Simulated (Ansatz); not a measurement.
HfRu (Pm-3m): from strained cells to moduli

```yaml
crystal:
  lattice:
    - [3.18204, 0.00000, 0.00000]
    - [0.00000, 3.18204, 0.00000]
    - [0.00000, 0.00000, 3.18204]
  atoms:
    - { symbol: Hf, position: [0.00000, 0.00000, 0.00000] }
    - { symbol: Ru, position: [0.50000, 0.50000, 0.50000] }
```

Level of theory, where no other is named: LDA, all-electron LAPW in Ansatz 0.2.0, scalar-relativistic. k mesh 14×14×14, strains of ±0.003, Fermi-Dirac smearing of 0.100 eV, basis error target 0.5 meV/atom. The cell was relaxed by PAW under this functional, which moved its volume by -5 % from the database entry's.

The cell is cubic and carries a residual pressure of 0.07 GPa at this level. Each strain component that symmetry leaves independent is applied at ±0.003, the ions relax wherever a strain frees them, and the stress (tension positive, GPa) is read. Shears are engineering strains, γ = 2ε.

```tsv
strain	size	σxx	σyy	σzz	σyz	σxz	σxy
xx	-0.003	-1.3167	-0.4776	-0.4776	0.0000	0.0000	0.0000
xx	+0.003	1.1471	0.3271	0.3271	0.0000	0.0000	0.0000
yz	-0.003	-0.0743	-0.0737	-0.0737	-0.2579	0.0000	0.0000
yz	+0.003	-0.0743	-0.0737	-0.0737	0.2579	0.0000	0.0000
```

A central difference gives one constant, for example C11 ≈ (1.1471 − (-1.3167))/(0.006) = 410.6 GPa; the program then imposes the crystal's symmetry on the whole matrix.

(1) What are the independent elastic constants?

(2) Do they meet the Born conditions?

(3) What moduli does a random aggregate of grains have?

(4) With the density of 14.408 g/cm³, how fast does sound travel, and what Debye temperature follows?

(5) How far do the constants move if PAW replaces LAPW in the same cell?

(6) What happens at 2 GPa (cell relaxed there)?

Answers

(1) C11 = 410.6, C12 = 134.1, C44 = 86.0 GPa.

(2) C11 − C12 = 276.5, C11 + 2C12 = 678.9 and C44 = 86.0 GPa must all be positive, so the crystal is elastically stable; that says nothing yet of its phonons.

(3) B = (C11 + 2C12)/3 = 226.3 GPa. G_V = (C11 − C12 + 3C44)/5 = 106.9 and G_R = 5(C11 − C12)C44/(4C44 + 3(C11 − C12)) = 101.3, so G_H = 104.1 GPa. Then E = 9BG/(3B + G) = 270.8 GPa, ν = (3B − 2G)/(6B + 2G) = 0.301 and B/G = 2.17, on the ductile side of Pugh's 1.75 (a rule of thumb).

(4) 

| direction | slow (m/s) | middle (m/s) | fast (m/s) |
| --- | --- | --- | --- |
| [100] | 2443 | 2443 | 5339 |
| [110] | 2443 | 3098 | 4987 |
| [111] | 2896 | 2896 | 4864 |

The mean of v⁻³ over directions and branches gives v_m = 2988 m/s and θ_D = (ħ/k_B) v_m (6π²n)^(1/3) = 352 K, n being atoms per volume. Young's modulus spans 229 to 345 GPa over directions, and the universal anisotropy index is 0.28.

(5) 

```tsv
constant	LAPW (GPa)	PAW (GPa)	difference
C11	410.6	410.2	-0.4
C12	134.1	133.8	-0.3
C44	86.0	85.7	-0.3
```

(6) The volume falls to 0.9913 of its value, and C11 = 422.1, C12 = 140.9, C44 = 88.7 GPa (slopes of the stress), in this structure whether or not another phase takes over.

Limits of these numbers: responses of metals move with mesh and smearing; no spin-orbit coupling on heavy atoms; the frozen-core PAW files of the compared runs were fitted under PBE, their cores solved anew for this functional.
